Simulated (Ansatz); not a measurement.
KAsI$_{3}$ single point

input.yaml (Ansatz 0.2.0)

```yaml
crystal:
  lattice:
    - [4.177134, 2.411665, 3.534937]
    - [-4.177134, 2.411665, 3.534937]
    - [0.0, -4.82334, 3.534937]
  atoms:
    - { symbol: I, position: [0.50693, 0.99874, 0.50693] }
    - { symbol: I, position: [0.50693, 0.50693, 0.99874] }
    - { symbol: I, position: [0.99874, 0.50693, 0.50693] }
    - { symbol: K, position: [0.01, 0.01, 0.01] }
    - { symbol: As, position: [0.53943, 0.53943, 0.53943] }
  symmetry: { tolerance: 0.0003 }
kpoints:
  mp_grid: { grid: [6, 6, 6], shift: [0, 0, 0] }
  band_path:
    path:
      - [0.0, 0.0, 0.0]
      - [0.5, 0.5, 0.5]
      - [0.52303407, 0.47696593, 0.5]
      - [0.5, -0.47696593, 0.47696593]
      - [0.5, 0.0, 0.0]
      - [0.0, 0.0, 0.0]
      - [0.48848297, -0.48848297, 0.0]
      - [0.51151703, 0.0, 0.48848297]
      - [0.5, 0.0, 0.5]
      - [0.0, 0.0, 0.0]
    npoints: 6
magnetization:
  spin_polarized: false
scf:
  occupations: { method: fermi_dirac, width: 0.0524 }
  lower_state_search: "off"
  max_iter: 200
hamiltonian:
  pseudopotentials: { kind: paw }
  xc: pbe
basis:
  ecutwfc: 420
  fft_grid_basis: typed
output:
  forces: true
  stress: true
  eigenvalues: true
  bader: true
  populations: true
  elf: true
  write_potential: true
  volumetric_format: npy
  dos:
    e_range: [-12, 8]
    de: 0.05
    projected: { site_lists: { As: [As], I: [I], K: [K] } }
checkpoint:
  read: saved_state
```

The saved state is an earlier solution for the same cell, perhaps on another mesh. 

Output (shortened):

```
SCF iter   1: F=—  Δρ=3.45e-3  dr2=3.85e-2
SCF iter   2: F=—  Δρ=1.55e-3  dr2=7.12e-3
SCF iter   3: F=—  Δρ=3.08e-4  dr2=1.90e-4
SCF iter   4: F=—  Δρ=7.85e-5  dr2=1.66e-5
SCF iter   5: F=—  Δρ=2.55e-5  dr2=2.00e-6
SCF iter   6: F=—  Δρ=9.93e-6  dr2=3.46e-7
SCF iter   7: F=-28935.4783 eV  Δρ=2.94e-6  dr2=4.35e-8
Free energy (F): -28935.4783 eV
Harris-Foulkes:  -28935.4783 eV  (|F-HF|=1.07e-8)
Internal energy: -28935.4765 eV  (E = F + TS)
E sigma→0 (E₀):  -28935.4774 eV
Entropy (-TS):   -0.0017 eV (-0.346 meV/atom)
Fermi energy:    5.2528 eV
--- Per-component energies (eV) ---
  E_band       = -1649.4123
  E_kinetic    = 919.4464
  E_local      = -10018.1193  (includes V_loc(G=0)·N_el)
  E_nonlocal   = -932.2559
  E_hartree    = 5025.2162
  E_xc         = -597.1545
  E_vxc        = -627.7442  (∫ρ·V_xc dr)
  E_paw        = -17062.5726  (= ΣΔE_a)
  E_vpaw       = -1041.1701  (= ΣTr[D̂ρ^β])
  E_aug_tail   =  0.0000  (compensation charges beyond the density's cutoff)
  E_ewald      = -6270.0368
  E_smearing   = -0.0017  (= −TS)
--- Forces (eV/Å), atoms counted from 1 ---
  atom   1  I     -0.3258     0.1881     0.3036
  atom   2  I      0.0000    -0.3762     0.3036
  atom   3  I      0.3258     0.1881     0.3036
  atom   4  K      0.0000     0.0000     0.0141
  atom   5  As     0.0000     0.0000    -0.9248
--- Stress (GPa, compression-positive) ---
        0.0483       0.0000       0.0000
        0.0000       0.0483       0.0000
        0.0000       0.0000      -0.4543
  P = ⅓ Tr σ = -0.1192 GPa (-1.192 kbar)
--- Löwdin populations: 5 sites ---
  site symbol       q [e]
     0      I     17.1911
     1      I     17.1911
     2      I     17.1911
     3      K      8.2701
     4     As     14.9822
  spilling = 0.0023 (of n_electrons = 75.0000)
--- Bader charges: 5 sites ---
  site symbol  charge [e]  shift [e]
     0      I     -0.3866     0.0002
     1      I     -0.3866     0.0002
     2      I     -0.3866     0.0002
     3      K      0.8945     0.0000
     4     As      0.2652     0.0006
```

Absolute energies hang on the potentials; compare differences alone.

Origin: a known structure type with other elements, at an estimated volume, so it need not be a known compound. Caveats: odd electron count without spin polarisation, so a magnetic state may lie lower.
